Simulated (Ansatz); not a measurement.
PW:
```xyz
2
Lattice="3.0133 0.0000 0.0000 0.0000 3.0133 0.0000 0.0000 0.0000 3.0133" Properties=species:S:1:pos:R:3 pbc="T T T"
W      0.0000     0.0000     0.0000
P      1.5066     1.5066     1.5066
```

Relaxed with PBE. Special points in fractions of this cell's reciprocal vectors: Γ (0.000, 0.000, 0.000); X (0.000, 0.500, 0.000); M (0.500, 0.500, 0.000); R (0.500, 0.500, 0.500).

**Question.** List the band energies nearest the Fermi level at these points for PBE (plane waves, PAW; program Ansatz).

**Answer.** In eV from the Fermi level; about four levels below and three above (degenerate sets whole), none deeper than 8.9 eV; points with the same levels are listed once.

| k | below | above |
|---|---|---|
| Γ | -4.20 -4.20 -0.03 -0.03 -0.03 | 1.54 1.54 1.54 |
| X | -3.02 -3.02 -2.90 | 2.16 3.59 4.77 |
| M | -5.28 -5.28 -4.14 -0.82 -0.82 | 1.91 2.75 3.97 |
| R | -8.15 -7.46 -7.46 -7.46 | 2.88 2.88 2.88 |

Space group Pm-3m (CsCl type). A made-up cell: these elements were put on the sites of a structure type; neither database checked (COD, Materials Project) lists it. COD files the formula under space group No. 62. Its standing as an ambient phase is unchecked. The cell was relaxed with PBE under the symmetry of its start; its stability against distortions is not shown here. No spin polarisation was allowed. Spin–orbit coupling is left out wherever it is not named.

Potentials: the earlier of the program's two PAW sets.
